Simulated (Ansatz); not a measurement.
Nb2C:
```cif
data_C4Nb8
_chemical_formula_sum 'Nb8 C4'
_space_group_name_H-M_alt 'Pnma'
_space_group_IT_number 62
_space_group_name_Hall '-P 2ac 2n'
_cell_length_a 10.97210
_cell_length_b 3.09337
_cell_length_c 4.97569
_cell_angle_alpha 90.000
_cell_angle_beta 90.000
_cell_angle_gamma 90.000
loop_
_atom_site_label
_atom_site_type_symbol
_atom_site_symmetry_multiplicity
_atom_site_Wyckoff_symbol
_atom_site_fract_x
_atom_site_fract_y
_atom_site_fract_z
_atom_site_occupancy
Nb1 Nb 4 c 0.20341 0.25000 0.23486 1
Nb2 Nb 4 c 0.04593 0.25000 0.74605 1
C1 C 4 c 0.12435 0.75000 0.49033 1
```

Relaxed at zero pressure with DFT-r²SCAN in the program Ansatz with PAW potentials.

### Question
The volume is lowered by 3 % and shape and atoms relax at that volume. What pressure results, and how do the axes share the change?

### Answer
7.7 GPa; a -1.0 %, b -1.0 %, c -1.0 %; the energy rises by 10 meV/atom.

### Question
Give the new structure.

### Answer

Space group Pnma (No. 62); a = 10.8656 Å, b = 3.0616 Å, c = 4.9243 Å, α = 90.00°, β = 90.00°, γ = 90.00°

| atom | site | symmetry | x | y | z |
|---|---|---|---|---|---|
| Nb | 4c | .m. | 0.2034 | 0.2500 | 0.2329 |
| Nb | 4c | .m. | 0.0459 | 0.2500 | 0.7481 |
| C | 4c | .m. | 0.1242 | 0.7500 | 0.4899 |

The phase is kept; no other phase was compared at this pressure.

The workflow started from a Materials Project entry (that database holds measured and hypothetical structures alike); the Crystallography Open Database copy checked does not list it. Whether it is the stable phase at ambient conditions was not checked. The r²SCAN relaxation kept the symmetry of its start; whether a distortion lowers the energy is not shown. The run is not spin-polarised.

Potentials: the later of the program's two PAW sets.
